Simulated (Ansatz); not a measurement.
Given:

ZnS:
Space group P6₃mc (No. 186); a = 3.7381 Å, b = 3.7381 Å, c = 6.1430 Å, α = 90.00°, β = 90.00°, γ = 120.00°

```
atom  site  symmetry       x       y       z
----  ----  --------  ------  ------  ------
Zn      2b       3m.  0.3333  0.6667  0.0006
S       2b       3m.  0.3333  0.6667  0.3744
```

This is the LDA-relaxed structure.

Q: All from LDA in the plane-wave PAW code Ansatz, unless another level is named. Estimate the static dielectric constant ε0 (ions relaxed, cell fixed).

A: 8.46 (xx = yy), 8.99 (zz).

Q: And the electronic dielectric constant ε∞ (DFPT)?

A: 6.06 (xx = yy), 6.22 (zz).

Q: What about the Born charges (a third of the trace)?

A: Zn +1.87, S -1.87 e.

Space group P6_3mc (wurtzite). The cell was relaxed with LDA under the symmetry of its start.

Potentials: the earlier of the program's two PAW sets. The files were generated under PBE; for other functionals the program regenerates the frozen cores, and for LDA and PBEsol the local potential too.
